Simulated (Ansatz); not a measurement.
GaAs:
```cif
data_As2Ga2
_chemical_formula_sum 'Ga2 As2'
_space_group_name_H-M_alt 'I-4m2'
_space_group_IT_number 119
_space_group_name_Hall 'I -4 -2'
_cell_length_a 5.07434
_cell_length_b 5.07434
_cell_length_c 2.84173
_cell_angle_alpha 90.000
_cell_angle_beta 90.000
_cell_angle_gamma 90.000
loop_
_atom_site_label
_atom_site_type_symbol
_atom_site_symmetry_multiplicity
_atom_site_Wyckoff_symbol
_atom_site_fract_x
_atom_site_fract_y
_atom_site_fract_z
_atom_site_occupancy
Ga1 Ga 2 c 0.00000 0.50000 0.25000 1
As1 As 2 a 0.00000 0.00000 0.00000 1
```
(The calculation used a cell of 2 atoms; values per cell refer to that cell.)

Relaxed at zero pressure with DFT-PBEsol in the program Ansatz with PAW potentials.

Q: The volume is raised by 9 % and shape and atoms relax at that volume. What pressure results, and how do the axes share the change?

A: -5.4 GPa; a 2.3 %, b 2.3 %, c 4.1 %; the energy rises by 30 meV/atom.

Q: Give the new structure.

A: 
Space group I-4m2 (No. 119); a = b = 5.1926 Å, c = 2.9580 Å, α = β = γ = 90.00°

```
atom  site  symmetry       x       y       z
----  ----  --------  ------  ------  ------
Ga      2c      -4m2  0.0000  0.5000  0.2500
As      2a      -4m2  0.0000  0.0000  0.0000
```

The phase is kept; no other phase was compared at this pressure.

The workflow started from a Materials Project entry (that database holds measured and hypothetical structures alike); the Crystallography Open Database copy checked does not list it. It is not the phase usual at ambient conditions (space group No. 216). Symmetry was held in the PBEsol relaxation; its stability against distortions is not shown here.

Potentials: the earlier of the program's two PAW sets. The files were generated under PBE; for other functionals the program regenerates the frozen cores, and for LDA and PBEsol the local potential too.
